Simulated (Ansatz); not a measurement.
CoSn₂:
```yaml
crystal:
  lattice:
    - [-3.15301, 3.15301, 2.71776]
    - [3.15301, -3.15301, 2.71776]
    - [3.15301, 3.15301, -2.71776]
  atoms:
    - { symbol: Sn, position: [0.66672, 0.16672, 0.83344] }
    - { symbol: Sn, position: [0.16672, 0.33328, 0.50000] }
    - { symbol: Sn, position: [0.33328, 0.83328, 0.16656] }
    - { symbol: Sn, position: [0.83328, 0.66672, 0.50000] }
    - { symbol: Co, position: [0.25000, 0.25000, 0.00000] }
    - { symbol: Co, position: [0.75000, 0.75000, 0.00000] }
```

Relaxed with r²SCAN. Special points in fractions of this cell's reciprocal vectors: Γ (0.000, 0.000, 0.000); X (0.000, 0.000, 0.500); M (-0.500, 0.500, 0.500); Z (0.436, 0.436, -0.436); Z0 (-0.436, 0.564, 0.436); P (0.250, 0.250, 0.250); N (0.000, 0.500, 0.000).

Question: List the band energies nearest the Fermi level at these points for r²SCAN in the plane-wave PAW code Ansatz.

Answer: In eV from the Fermi level; about four levels below and three above (degenerate sets whole), none deeper than 8.9 eV; points with the same levels are listed once.

```json
[
 {"k": "Γ", "below": "-1.12 -1.08 -0.65 -0.65", "above": "0.51 0.55 0.55"},
 {"k": "X", "below": "-1.14 -1.11 -0.77 -0.65", "above": "0.80 0.92 1.56"},
 {"k": "M", "below": "-1.17 -0.92 -0.76 -0.76", "above": "0.35 0.46 1.60"},
 {"k": "Z", "below": "-1.20 -0.91 -0.80 -0.80", "above": "0.30 0.47 1.25"},
 {"k": "P", "below": "-1.39 -1.39 -0.78 -0.78", "above": "1.07 1.07 1.14 1.14"},
 {"k": "N", "below": "-1.08 -1.08 -0.74 -0.74", "above": "0.19 0.19 2.10 2.10"}
]
```

Space group I4/mcm. The workflow started from an entry of the Crystallography Open Database (COD). Its standing as an ambient phase is unchecked. Symmetry was held in the r²SCAN relaxation; its stability against distortions is not shown here. The workflow began spin-polarised and lost its moments. Scalar-relativistic: spin–orbit coupling is off unless named, which matters more the heavier the elements.

Potentials: the later of the program's two PAW sets.
